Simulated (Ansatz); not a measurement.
CsBrF in space group I4/mmm (No. 139; Cs on 4e, Br on 4e, F on 4e), r²SCAN in the plane-wave PAW code Ansatz. The conduction-band minimum lies at M, with 1 equivalent valley. Second derivatives d²E/dk² of the lowest band at one valley (eV·Å²), along Cartesian directions:

```json
[
 {"direction": "[100]", "d²E/dk²": "3.083"},
 {"direction": "[010]", "d²E/dk²": "3.083"},
 {"direction": "[001]", "d²E/dk²": "8.071"},
 {"direction": "[110]", "d²E/dk²": "3.082"},
 {"direction": "[101]", "d²E/dk²": "5.579"},
 {"direction": "[011]", "d²E/dk²": "5.579"}
]
```

### Question
Find the principal effective masses, the density-of-states mass and the conductivity mass.

### Answer
Off-diagonal terms follow from H_xy = H[110] − (H_xx + H_yy)/2, and m*/mₑ = 7.620 eV·Å² over each eigenvalue: 0.94, 2.5, 2.5. One valley's DOS mass (m₁m₂m₃)^(1/3) = 1.8, conductivity mass 3/(Σ 1/mᵢ) = 1.6 mₑ.

### Question
What effective density of states Nc follows at 300 K for parabolic valleys?

### Answer
Nc = 2.509e19 × 1 × (1.8)^(3/2) ≈ 6.1e19 cm⁻³.

The first step of the workflow began from a Materials Project structure, measured or hypothetical; the Crystallography Open Database copy checked does not list it. Its standing as an ambient phase is unchecked. The cell was relaxed with r²SCAN under the symmetry of its start; whether a distortion lowers the energy is not shown. Scalar-relativistic: spin–orbit coupling is off unless named, which matters more the heavier the elements.

Potentials: the later of the program's two PAW sets.

Edges and masses are those of Kohn–Sham bands, whose gap is no quasiparticle gap.
